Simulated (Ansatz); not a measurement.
Here is the system:

LaBPd3:
Space group Pm-3m (No. 221); a = 4.391 Å, b = 4.391 Å, c = 4.391 Å, α = 90.00°, β = 90.00°, γ = 90.00°

```
atom  site  symmetry       x       y       z
----  ----  --------  ------  ------  ------
B       1b      m-3m  0.5000  0.5000  0.5000
Pd      3c    4/mm.m  0.0000  0.5000  0.5000
La      1a      m-3m  0.0000  0.0000  0.0000
```

This is the r²SCAN-relaxed structure.

Q: All from the program Ansatz at the r²SCAN level (PAW), unless another level is named. Predict the electronic character.

A: metallic (no gap).

Q: And the formation energy from the elements (no fitted shifts)?

A: -0.56 eV/atom.

Q: Next, the density of states at the Fermi level?

A: 0.77 states/eV per atom (mean over ±0.08 eV).

Q: Next, the gap with spin–orbit coupling?

A: none (metallic).

The workflow started from an entry of the Crystallography Open Database (COD). Whether it is the stable phase at ambient conditions was not checked. Symmetry was held in the r²SCAN relaxation; its stability against distortions is not shown here. No spin polarisation was allowed. The references are the lowest solids computed at this level, not always the standard phases. Scalar-relativistic: spin–orbit coupling is off unless named, which matters more the heavier the elements.

Potentials: the later of the program's two PAW sets.
